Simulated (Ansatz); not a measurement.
An Ansatz (a first-principles code) run. Input:

Ansatz 0.2 input:
```yaml
crystal:
  lattice:
    - [3.7133109162, 0.0, 0.0]
    - [0.0, 3.7133109162, 0.0]
    - [0.0, 0.0, 3.7133109162]
  atoms:
    - { symbol: Au, position: [0.0, 0.0, 0.0] }
    - { symbol: Cu, position: [0.0, 0.5, 0.5] }
    - { symbol: Cu, position: [0.5, 0.0, 0.5] }
    - { symbol: Cu, position: [0.5, 0.5, 0.0] }
kpoints:
  mp_grid: { grid: [11, 11, 11] }
basis: { xc_grid: 2, fft_grid_basis: typed }
hamiltonian:
  xc: pbesol
  pseudopotentials: { kind: paw }
scf:
  occupations: { method: gaussian, width: 0.1 }
checkpoint: { read: metal.run }
output: { write_density: true, elf: true, volumetric_format: npy }
```

Output (shortened):

```
Pseudopotential: Au, paw, valence charge 19
Pseudopotential: Cu, paw, valence charge 19
Functional definition: PBEsol
Crystal: 4 atoms, lattice volume = 51.202 Å³
Basis set: ecut = 420 eV, 1021 PW (Γ), exchange–correlation on 50×50×50 points (8 copies of the dense FFT grid, shifted against one another)
Bands: 46, of which v1, the nominal top of the filled ones, is band 38 counted from 1 (37 counted from 0)
Symmetry: 48 space group operations
Space group: Pm-3m (ITA 221), of the structure as read, at distance tolerance 3.7e-5 Å
k-points: 56 of 1331
Stability of the state it starts from, as read at its close in the unpolarized treatment …
iter 1 solved again at ethr=3.90e-9 eV; its pass at ethr=3.10e-3 eV (dr2=2.97e-6 eV) is discarded
SCF iter   1: F=—  HF=-32773.596644 eV  |F-HF|=—  |Δ(HF+E_count)|=         —  Δρ=3.52e-7  dr2=4.16e-11  ethr=3.90e-9  ⟨swp⟩=4.0  Hψ=16221  notcnv=0
preconditioner: auto → Kerker (q_TF=auto, 2.914 Å⁻¹)
SCF iter   2: F=-32773.596644 eV  HF=-32773.596644 eV  |F-HF|=2.18e-11  |Δ(HF+E_count)|=   1.52e-9  Δρ=2.68e-7  dr2=1.90e-11  ethr=1.00e-12  ⟨swp⟩=6.4  Hψ=9358  notcnv=0
SCF 1 converged in 2 iterations: F = -32773.596644 eV  dr2 = 1.90e-11
SCF converged after 2 iterations
Free energy (F): -32773.596644 eV
Harris-Foulkes:  -32773.596644 eV  (|F-HF|=2.18e-11)
Internal energy: -32773.591193 eV  (E = F + TS)
E sigma→0 (E₀):  -32773.593918 eV
Entropy (-TS):   -0.005451 eV (-1.363 meV/atom)
Fermi energy:    18.555208 eV
--- Per-component energies (eV) ---
  E_band       = -1228.982316
  E_kinetic    = 1506.170910
  E_local      = -13865.451957  (includes V_loc(G=0)·N_el)
  E_nonlocal   = 1257.500982
  E_hartree    = 6108.059382
  E_xc         = -494.413070
  E_vxc        = -621.802327  (∫ρ·V_xc dr)
  E_paw        = -14449.670834  (= ΣΔE_a)
  E_vpaw       = -1721.521280  (= ΣTr[D̂ρ^β])
  E_aug_tail   = 0.002062  (compensation charges beyond the density's cutoff)
  E_ewald      = -12836.716754
  E_core_change = 0.928086  (= ΣΔE_core)
  E_smearing   = -0.005451  (= −TS)
  E_closure    = 0.000000  (closes the sum)
  Σ components = -32773.596644   (vs F -32773.596644, Δ=0.00e0)
  [band-id]    e_kinetic+e_local+e_nonlocal+2·e_hartree+e_vxc+e_vpaw+e_augmentation_tail = -1228.982848   (vs E_band -1228.982316, Δ=-5.32e-4)
--- Band table (eV; the first three rows and the last of 56) ---
  k-point 0: bands = ["-93.6310", "-93.6216", "-93.6216", "-87.6335", "-51.1852", "-51.1852", "-51.1852", "-51.1538", "-51.1538", "-51.1538", "-51.1307", "-51.1307", "-51.1307", "-39.0093", "-39.0093", "-39.0093", "8.5636", "11.9122", "11.9122", "12.7822", …
  k-point 1: bands = ["-93.6308", "-93.6217", "-93.6215", "-87.6335", "-51.1845", "-51.1845", "-51.1841", "-51.1540", "-51.1540", "-51.1538", "-51.1318", "-51.1311", "-51.1311", "-39.0097", "-39.0093", "-39.0093", "8.6657", "11.9517", "11.9627", "12.8040", …
  k-point 2: bands = ["-93.6304", "-93.6222", "-93.6215", "-87.6335", "-51.1827", "-51.1827", "-51.1810", "-51.1544", "-51.1544", "-51.1539", "-51.1350", "-51.1324", "-51.1324", "-39.0109", "-39.0094", "-39.0094", "8.9666", "12.0617", "12.0951", "12.8649", …
  k-point 55: bands = ["-93.6248", "-93.6246", "-93.6246", "-87.6334", "-51.1988", "-51.1805", "-51.1804", "-51.1804", "-51.1356", "-51.1356", "-51.1354", "-51.1326", "-51.1326", "-39.0128", "-39.0128", "-39.0128", "11.8696", "11.8985", "11.8985", "13.0184", …
```

Cost: roughly 6 core-seconds on shared cores.

The cell was relaxed with PBEsol under the symmetry of its start. No spin polarisation was allowed. Spin–orbit coupling is left out wherever it is not named.

Potentials: the later of the program's two PAW sets.

Ansatz is a plane-wave DFT program.
